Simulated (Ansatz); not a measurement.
Calculation for HfH$_{2}$: DFT, LDA, PAW with Ansatz's default frozen-core files, scalar-relativistic (Ansatz 0.2.0). This run: one bond, the shortest of the undistorted cell, set to 1.262 Å.

The cell is Materials Project entry mp-27731, used as a structure alone.

Command: `ansatz run input.yaml --threads 1 --pin off --max-ram 3072MiB --backend cpu --events-out ev --progress --plain --runs-dir out` It took 12 s on 1 thread of AMD EPYC 9R45 96-Core Processor (Zen 5), with other jobs on the host, peak memory 0.54 GiB.

```yaml
crystal:
  lattice:
    - [-1.7307056792, 1.7307056792, 2.1447997069]
    - [1.7307056792, -1.7307056792, 2.1447997069]
    - [1.7307056792, 1.7307056792, -2.1447997069]
  atoms:
    - { symbol: Hf, position: [-0.1425, -0.0475, -0.095] }
    - { symbol: H, position: [0.3925, 0.7975, 0.595] }
    - { symbol: H, position: [0.75, 0.25, 0.5] }
kpoints:
  mp_grid: { grid: [11, 11, 11] }
scf:
  occupations: { method: fermi_dirac, width: 0.05 }
hamiltonian:
  xc: lda
  pseudopotentials: { kind: paw }
output:
  forces: true
  stress: true
  eigenvalues: true
  efg: { contact_densities: true }
  populations: true
  write_density: true
  write_potential: true
  elf: true
  volumetric_format: npy
```

Output:

```
Hf: output.efg is read without spin–orbit coupling, which moves field gradients at and beside such atoms by some per cent and up to a factor of two; PAW files take it under magnetization.noncollinear and magnetization.spin_orbit
Engine: ansatz 0.2.0
Pseudopotentials: kind: paw
Pseudopotential: Hf, paw, valence charge 26, recommended cutoff 420 eV (normal), Hf.paw.azcp
Pseudopotential: H, paw, valence charge 1, recommended cutoff 420 eV (normal), H.paw.azcp
Functional definition: SPW92
  exchange = slater_x
  correlation = pw_c
Crystal: 3 atoms, lattice volume = 25.698 Å³
Basis set: ecut = 420 eV, 519 PW (Γ)
Bands: 18, of which v1, the nominal top of the filled ones, is band 14 counted from 1 (13 counted from 0)
Symmetry: 2 space group operations
Space group: Cm (ITA 8), of the structure as read, at distance tolerance 3.0e-5 Å
k-points: 366 of 1331 (time reversal used)
Non-local potential: Hf, projectors of the file, l = 0: 3, l = 1: 2, l = 2: 2, l = 3: 3
Non-local potential: H, projectors of the file, l = 0: 2, l = 1: 1
PAW form: soft (Blöchl's): semilocal exchange-correlation on the pseudo side does not see the compensation charge
PAW frozen core: Hf, regenerated for the run's functional, and the local potential with it (the file was generated under x = pbe(κ = 0.804, μ = 0.2195149727645171), c = pbe(β = 0.06672455060314922))
PAW one-centre angular grid: Hf, 590 points (default); XC on 64 Gauss nodes
PAW one-centre angular grid: H, 110 points (default); XC on 64 Gauss nodes
Initial density: superposition of atomic densities (neutral atoms: chi_scale 0, normalization atom), corrected by the library's trained network
Initial wavefunctions: pseudopotential atomic-orbital guess
Functional: x = slater, c = lda
SCF iter   1: F=—  HF=-15505.179439 eV  |F-HF|=—  |Δ(HF+E_count)|=         —  Δρ=1.38e-2  dr2=3.27e-2  ethr=1.77e-3  ⟨swp⟩=5.3  Hψ=28440  notcnv=0
preconditioner: auto → Kerker (q_TF=auto, 2.768 Å⁻¹)  [metal: Δε(μ)=0.022 eV  Ē_g=18.496 eV  σ=0.050 eV  W_gap=0.11  n_scr=12 (ndim 8)  ℏωp=37.4 eV  f_vac=0.000  D(μ)=0.59/eV (n_scr^D=0)]
SCF iter   2: F=—  HF=-15505.169978 eV  |F-HF|=—  |Δ(HF+E_count)|=   9.46e-3  Δρ=7.65e-3  dr2=1.06e-2  ethr=1.17e-4  ⟨swp⟩=2.9  Hψ=14741  notcnv=0
SCF iter   3: F=—  HF=-15505.167724 eV  |F-HF|=—  |Δ(HF+E_count)|=   2.25e-3  Δρ=2.27e-3  dr2=1.37e-3  ethr=3.78e-5  ⟨swp⟩=2.0  Hψ=11443  notcnv=0
SCF iter   4: F=—  HF=-15505.166225 eV  |F-HF|=—  |Δ(HF+E_count)|=   1.50e-3  Δρ=8.64e-4  dr2=1.20e-4  ethr=4.90e-6  ⟨swp⟩=2.0  Hψ=11777  notcnv=0
SCF iter   5: F=—  HF=-15505.166219 eV  |F-HF|=—  |Δ(HF+E_count)|=   5.49e-6  Δρ=1.80e-4  dr2=4.99e-6  ethr=4.27e-7  ⟨swp⟩=2.0  Hψ=11829  notcnv=0
SCF iter   6: F=—  HF=-15505.166206 eV  |F-HF|=—  |Δ(HF+E_count)|=   1.29e-5  Δρ=5.44e-5  dr2=6.66e-7  ethr=1.78e-8  ⟨swp⟩=3.0  Hψ=11741  notcnv=0
SCF iter   7: F=-15505.166206 eV  HF=-15505.166206 eV  |F-HF|=6.61e-8  |Δ(HF+E_count)|=   3.61e-9  Δρ=1.60e-5  dr2=7.34e-8  ethr=3.57e-10  ⟨swp⟩=9.5  Hψ=56787  notcnv=0
SCF 1 converged in 7 iterations: F = -15505.166206 eV  dr2 = 7.34e-8
  Residual-converged pass: ⟨swp⟩=1.0  Hψ=8058  notcnv=0  max |occ|·‖R‖ = 7.1e-9 eV (tolerance 1.0e-8 eV)  dr2=7.34e-8  dr2_onsite=8.75e-8  max |Δocc| = 9.1e-13
  greatest PAW one-centre occupation: 0.998 electrons in one spin orbital (limit 2), on the Hf atom at site 0 (counted from 0), in its partial waves of l = 3
SCF converged after 7 iterations
Free energy (F): -15505.166206 eV
Harris-Foulkes:  -15505.166206 eV  (|F-HF|=6.61e-8)
Internal energy: -15505.161356 eV  (E = F + TS)
E sigma→0 (E₀):  -15505.163781 eV
Entropy (-TS):   -0.004850 eV (-1.617 meV/atom)
Fermi energy:    18.008693 eV
--- Per-component energies (eV) ---
  E_band       = -2.643867
  E_kinetic    = 465.581231
  E_local      = -5391.862854  (includes V_loc(G=0)·N_el)
  E_nonlocal   = -1227.597615
  E_hartree    = 2519.354072
  E_xc         = -319.114627
  E_vxc        = -294.790875  (∫ρ·V_xc dr)
  E_paw        = -6689.813429  (= ΣΔE_a)
  E_vpaw       = 1407.329644  (= ΣTr[D̂ρ^β])
  E_aug_tail   = -0.002712  (compensation charges beyond the density's cutoff)
  E_ewald      = -4864.162664
  E_core_change = 2.457243  (= ΣΔE_core)
  E_smearing   = -0.004850  (= −TS)
  E_closure    = -0.000000  (closes the sum)
  Σ components = -15505.166206   (vs F -15505.166206, Δ=0.00e0)
--- Forces (eV/Å), atoms counted from 1 ---
  atom   1  Hf     0.00000000    16.82059939    10.79839757
  atom   2  H     -0.00000000   -16.16805518   -10.53734047
  atom   3  H     -0.00000000    -0.65263253    -0.26102542
  max |Σ_I F_I| component: 8.83e-5 eV/Å
--- Stress (GPa, compression-positive) ---
       -8.847962       0.000000       0.000000
        0.000000      92.478696      61.398892
        0.000000      61.398893      31.797876
  P = ⅓ Tr σ = 38.4762 GPa (384.762 kbar)
--- PAW observables at the nuclei: V_zz in 10²¹ V/m², potentials from the cell's mean, atoms counted from 1 ---
  atom   1  Hf V_zz =    -8.717406   η = 0.6191   by run symmetry: allowed
            electrostatic potential = -14181.992219 V   contact ρ = 7500189.400429 e/Å³
  atom   2  H  V_zz =    +5.786019   η = 0.0221   by run symmetry: allowed
            electrostatic potential = -48.924305 V   contact ρ = 3.843681 e/Å³
  atom   3  H  V_zz =    -0.789959   η = 0.1884   by run symmetry: allowed
            electrostatic potential = -51.083358 V   contact ρ = 2.896101 e/Å³
--- Band table (eV; the first three rows and the last of 366) ---
  k-point 0: bands = ["-44.1456", "-13.4056", "-12.4890", "-12.4568", "5.6454", "5.9294", "5.9328", "5.9466", "5.9748", "5.9777", "6.0639", "7.5668", "13.7768", "17.9473", "18.5397", "19.8107", "21.3208", "22.7547"]
  k-point 1: bands = ["-44.1419", "-13.4352", "-12.5213", "-12.4757", "5.6546", "5.9271", "5.9312", "5.9548", "5.9754", "5.9768", "6.0604", "7.8497", "13.6709", "17.8762", "18.6543", "19.4899", "21.1894", "23.4817"]
  k-point 2: bands = ["-44.1320", "-13.5170", "-12.6119", "-12.5163", "5.6767", "5.9231", "5.9263", "5.9644", "5.9717", "5.9864", "6.0514", "8.6610", "13.3224", "17.9046", "18.4725", "19.1673", "21.3122", "25.1737"]
  k-point 365: bands = ["-44.1028", "-14.0192", "-12.6303", "-12.5378", "5.7549", "5.9026", "5.9051", "5.9607", "5.9796", "5.9827", "6.0601", "10.3113", "14.2068", "17.7211", "18.1914", "20.2855", "22.8097", "22.9592"]
--- Löwdin populations: 3 sites ---
  site symbol       q [e]
     0     Hf     25.8379
     1      H      1.0064
     2      H      1.0956
  spilling = 0.002150 (of n_electrons = 28.000000)
```

populations.tsv:

```
# site	symbol	l	j	q
# orbitals = lowdin
# n_electrons = 28.000000
# spilling = 0.002150
0	Hf	0_5S	-	1.931182
0	Hf	0_6S	-	0.484820
0	Hf	1_5P	-	5.943049
0	Hf	2_5D	-	3.498816
0	Hf	3_4F	-	13.979986
1	H	0_1S	-	1.006377
2	H	0_1S	-	1.095574
```

Next run (one bond, the shortest of the undistorted cell, set to 1.262 Å, partial waves polarizable), as changes to the input before:

```diff
   xc: lda
-  pseudopotentials: { kind: paw }
+  pseudopotentials: { kind: paw, partial_waves: polarizable }
 output:
   eigenvalues: true
-  efg: { contact_densities: true }
-  populations: true
-  write_density: true
-  write_potential: true
-  elf: true
-  volumetric_format: npy
```

Results part of the output:

```
SCF 1 converged in 7 iterations: F = -15505.170563 eV  dr2 = 6.99e-8
  greatest PAW one-centre occupation: 0.998 electrons in one spin orbital (limit 2), on the Hf atom at site 0 (counted from 0), in its partial waves of l = 3
SCF converged after 7 iterations
Free energy (F): -15505.170563 eV
Harris-Foulkes:  -15505.170563 eV  (|F-HF|=6.23e-8)
Internal energy: -15505.165719 eV  (E = F + TS)
E sigma→0 (E₀):  -15505.168141 eV
Entropy (-TS):   -0.004844 eV (-1.615 meV/atom)
Fermi energy:    18.008986 eV
--- Per-component energies (eV) ---
  E_band       = -2.634628
  E_kinetic    = 465.571956
  E_local      = -5391.870077  (includes V_loc(G=0)·N_el)
  E_nonlocal   = -1227.602122
  E_hartree    = 2519.361273
  E_xc         = -319.112469
  E_vxc        = -294.788277  (∫ρ·V_xc dr)
  E_paw        = -6689.806149  (= ΣΔE_a)
  E_vpaw       = 1407.340126  (= ΣTr[D̂ρ^β])
  E_aug_tail   = -0.002711  (compensation charges beyond the density's cutoff)
  E_ewald      = -4864.162664
  E_core_change = 2.457243  (= ΣΔE_core)
  E_smearing   = -0.004844  (= −TS)
  E_closure    = 0.000000  (closes the sum)
  Σ components = -15505.170563   (vs F -15505.170563, Δ=0.00e0)
--- Forces (eV/Å), atoms counted from 1 ---
  atom   1  Hf     0.00000000    16.78860390    10.77910820
  atom   2  H     -0.00000000   -16.13610241   -10.51744400
  atom   3  H     -0.00000000    -0.65261785    -0.26165564
  max |Σ_I F_I| component: 1.16e-4 eV/Å
--- Stress (GPa, compression-positive) ---
       -8.854325       0.000000       0.000000
        0.000000      92.263670      61.282584
        0.000000      61.282581      31.709809
  P = ⅓ Tr σ = 38.3731 GPa (383.731 kbar)
--- Band table (eV; the first three rows and the last of 366) ---
  k-point 0: bands = ["-44.1436", "-13.4028", "-12.4896", "-12.4575", "5.6478", "5.9307", "5.9341", "5.9448", "5.9744", "5.9782", "6.0612", "7.5683", "13.7770", "17.9471", "18.5394", "19.8109", "21.3208", "22.7535"]
  k-point 1: bands = ["-44.1400", "-13.4324", "-12.5219", "-12.4764", "5.6571", "5.9281", "5.9327", "5.9534", "5.9754", "5.9764", "6.0577", "7.8512", "13.6709", "17.8761", "18.6540", "19.4901", "21.1895", "23.4805"]
  k-point 2: bands = ["-44.1301", "-13.5142", "-12.6124", "-12.5170", "5.6792", "5.9244", "5.9280", "5.9639", "5.9718", "5.9844", "6.0486", "8.6624", "13.3221", "17.9046", "18.4729", "19.1671", "21.3124", "25.1728"]
  k-point 365: bands = ["-44.1009", "-14.0164", "-12.6308", "-12.5385", "5.7575", "5.9042", "5.9068", "5.9583", "5.9796", "5.9827", "6.0573", "10.3108", "14.2080", "17.7207", "18.1915", "20.2863", "22.8100", "22.9604"]
```

Spin–orbit coupling is left out, which matters for the heavy atoms. The PAW files were made under PBE.
